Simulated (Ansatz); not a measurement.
Vibrational response of In3Se

Level of theory: DFT PBE, scalar-relativistic, plane waves, PAW (Ansatz 0.2.0). Settings: 420 eV plane-wave cutoff, Γ-centred 12×12×12 mesh, Fermi-Dirac smearing of 0.15 eV. No spin polarisation. Phonons by linear response, acoustic sum rule imposed.

Equilibrium structure at this level:
```
CELL_PARAMETERS angstrom
-3.03804 3.03804 3.03804
3.03804 -3.03804 3.03804
3.03804 3.03804 -3.03804
ATOMIC_POSITIONS crystal
In 0.00000 0.50000 0.50000
In 0.50000 0.00000 0.50000
In 0.50000 0.50000 0.00000
Se 0.00000 0.00000 0.00000
```

The structure comes from a generated guess, relaxed at this level; another structure or a mixture of phases may lie lower. In a metal, frequencies depend on the k mesh and the smearing, soft modes most.

Optical modes at Γ; i marks an imaginary frequency:
```
frequency (cm⁻¹)  degeneracy
             43i           3
              58           3
             128           3
```

3 of the 9 optical modes are unstable, so the structure is a saddle point of the energy and would distort without enlarging its cell.
